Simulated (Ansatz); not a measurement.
The geometry is COD entry 9017498, unchecked; take it as a test cell. The listed cell was then made from it by scaling, straining or moving an atom.

O: DFT, PBEsol, all-electron LAPW, scalar-relativistic (Ansatz 0.2.0). What sets it apart from a plain run of this crystal: volume scaled by 0.94.

Command: `ansatz run input.yaml --threads 1 --pin off --max-ram 4096MiB --backend cpu --events-out ev --progress --plain --runs-dir out` The run took 67 s on 1 thread of Arm Neoverse V2, on a shared host, peak memory 0.66 GiB.

```yaml
crystal:
  lattice:
    - [2.5087195752, 0.0, 0.0]
    - [-1.2543597876, 2.172614883, 0.0]
    - [0.0, 0.0, 6.4407786648]
  atoms:
    - { symbol: O, position: [0.3333333333, 0.6666666667, 0.161] }
    - { symbol: O, position: [0.6666666667, 0.3333333333, 0.661] }
    - { symbol: O, position: [0.3333333333, 0.6666666667, 0.339] }
    - { symbol: O, position: [0.6666666667, 0.3333333333, 0.839] }
kpoints:
  mp_grid: { grid: [13, 13, 5] }
  band_path:
    path:
      - [0.0, 0.0, 0.0]
      - [0.5, 0.0, 0.0]
      - [0.3333333333, 0.3333333333, 0.0]
      - [0.0, 0.0, 0.0]
      - [0.0, 0.0, 0.5]
      - [0.5, 0.0, 0.5]
      - [0.3333333333, 0.3333333333, 0.5]
      - [0.0, 0.0, 0.5]
      - [0.5, 0.0, 0.5]
    npoints: 5
scf:
  occupations: { method: fermi_dirac, width: 0.03 }
hamiltonian:
  xc: pbesol
  pseudopotentials: { kind: all_electron, lapw: { basis_error: 0.001 } }
output:
  forces: true
  stress: true
  eigenvalues: true
```

Output (standing set-up lines are left out):

```
LAPW: plane waves up to 16.047 Å⁻¹, error target 1.0e-3 eV per atom; small_component_spin mean_spin; O in spheres of 0.573 Å, 8 of its electrons in bands, Dirac shells []
Crystal: 4 atoms, lattice volume = 35.105 Å³
Basis set: ecut = 981.0331271812366 eV, 2445 PW (Γ), exchange–correlation at level 2
iter 1 solved again at ethr=3.44e-3 eV; its pass at ethr=1.00e-1 eV (dr2=1.10e0 eV) is discarded
SCF iter   1: F=—  HF=-8156.791443 eV  |F-HF|=—  |Δ(HF+E_count)|=         —  Δρ=7.45e-2  dr2=1.10e0  ethr=3.44e-3  ⟨swp⟩=2.4  Hψ=7885  notcnv=0
preconditioner: auto → LDOS  [metal: Δε(μ)=0.052 eV  Ē_g=17.664 eV  σ=0.030 eV  W_gap=0.37  n_scr=4 (ndim 8)  ℏωp=30.7 eV  f_vac=0.010  D(μ)=2.66/eV (n_scr^D=36)  β→1.0]
SCF iter   2: F=—  HF=-8156.268933 eV  |F-HF|=—  |Δ(HF+E_count)|=   5.23e-1  Δρ=3.03e-2  dr2=1.12e-1  ethr=3.43e-3  ⟨swp⟩=3.1  Hψ=4038  notcnv=0  defer=2
iter 3 solved again at ethr=2.11e-5 eV; its pass at ethr=3.49e-4 eV (dr2=6.74e-3 eV) is discarded
SCF iter   3: F=—  HF=-8156.242790 eV  |F-HF|=—  |Δ(HF+E_count)|=   2.61e-2  Δρ=8.34e-3  dr2=6.75e-3  ethr=2.11e-5  ⟨swp⟩=2.0  Hψ=6571  notcnv=0  defer=1
SCF iter   4: F=—  HF=-8156.243628 eV  |F-HF|=—  |Δ(HF+E_count)|=         —  Δρ=1.87e-3  dr2=4.13e-4  ethr=2.11e-5  ⟨swp⟩=3.0  Hψ=3520  notcnv=0  defer=1
the basis was enlarged: its passes take 95.5 KiB over the memory plan, 1 of 1 planned eigensolver slots
SCF iter   5: F=—  HF=-8156.243633 eV  |F-HF|=—  |Δ(HF+E_count)|=   4.75e-6  Δρ=2.27e-4  dr2=1.10e-5  ethr=1.29e-6  ⟨swp⟩=3.0  Hψ=3430  notcnv=0
SCF iter   6: F=—  HF=-8156.243634 eV  |F-HF|=—  |Δ(HF+E_count)|=   1.69e-6  Δρ=2.86e-5  dr2=2.18e-7  ethr=3.44e-8  ⟨swp⟩=3.0  Hψ=3300  notcnv=0
SCF iter   7: F=-8156.243634 eV  HF=-8156.243634 eV  |F-HF|=5.77e-9  |Δ(HF+E_count)|=  9.39e-10  Δρ=3.08e-6  dr2=1.28e-9  ethr=6.82e-10  ⟨swp⟩=3.1  Hψ=3469  notcnv=0
SCF 1 converged in 7 iterations: F = -8156.243634 eV  dr2 = 1.28e-9
NSCF: frozen V_eff on 41 k-points
SCF converged after 7 iterations
Free energy (F): -8156.243634 eV
Harris-Foulkes:  -8156.243634 eV  (|F-HF|=5.77e-9)
Internal energy: -8156.235861 eV  (E = F + TS)
E sigma→0 (E₀):  -8156.239748 eV
Entropy (-TS):   -0.007773 eV (-1.943 meV/atom)
Fermi energy:    5.832839 eV
--- Per-component energies (eV) ---
  E_band       = -4154.880172
  E_kinetic    = 8154.945552
  E_xc         = -894.458191
  E_electrostatic = -15416.723222  (all electrons and nuclei)
  E_smearing   = -0.007773  (= −TS)
  E_closure    = 0.000000  (closes the sum)
  E_atoms      = -8136.078331  (free atoms, spherical and without spin; not in F)
  Σ components = -8156.243634   (vs F -8156.243634, Δ=0.00e0)
  Basis errors (estimates in eV, not in F): energy 6.2e-4 per atom: plane waves 5.9e-4 (3.9e-4 summed), levels above the bands 1.7e-151, relativity 4.1e-8, radial functions 2.5e-5, core shells 0.0e0; eigenvalues (radial functions only) 1.0e-6; not estimated: angular momenta, meshes, grids; target (lapw.basis_error) 1.0e-3; muffin-tin radii O 0.573 Å
--- Forces (eV/Å), atoms counted from 1 ---
  atom   1  O     -0.00000000    -0.00000000    -5.09886346
  atom   2  O     -0.00000000     0.00000000    -5.09886346
  atom   3  O      0.00000000    -0.00000000     5.09886346
  atom   4  O      0.00000000     0.00000000     5.09886346
  max |Σ_I F_I| component: 8.67e-19 eV/Å
--- Stress (GPa, compression-positive) ---
       -2.447892       0.000000       0.000000
        0.000000      -2.447892       0.000000
        0.000000       0.000000      75.015161
  P = ⅓ Tr σ = 23.3731 GPa (233.731 kbar)
--- Band table (eV; the first three rows and the last of 63) ---
  k-point 0: bands = ["-501.9429", "-501.9429", "-501.9382", "-501.9382", "-23.9370", "-23.7804", "-10.5905", "-8.3689", "-5.0211", "-1.6743", "-0.8144", "-0.8144", "-0.6857", "-0.6857", "6.9822", "6.9822", "7.2931", "7.2931", "14.9459", "15.8343"]
  k-point 1: bands = ["-501.9429", "-501.9429", "-501.9382", "-501.9382", "-23.9225", "-23.7958", "-10.4437", "-8.7155", "-4.5812", "-1.9458", "-0.8025", "-0.8025", "-0.6984", "-0.6984", "7.0119", "7.0119", "7.2634", "7.2634", "15.1544", "16.0354"]
  k-point 2: bands = ["-501.9429", "-501.9429", "-501.9382", "-501.9382", "-23.8840", "-23.8357", "-10.0232", "-9.3947", "-3.6459", "-2.6728", "-0.7708", "-0.7708", "-0.7311", "-0.7311", "7.0896", "7.0896", "7.1857", "7.1857", "15.5283", "15.8550"]
  k-point 62: bands = ["-501.9429", "-501.9429", "-501.9382", "-501.9382", "-22.8689", "-22.8646", "-7.9422", "-7.8712", "-4.0201", "-3.9071", "-3.3864", "-3.3221", "-2.1145", "-2.0536", "4.3910", "4.6709", "5.0352", "5.1695", "17.7209", "17.8134"]
```

Solid oxygen carries moments on its molecules; these runs leave spin out.
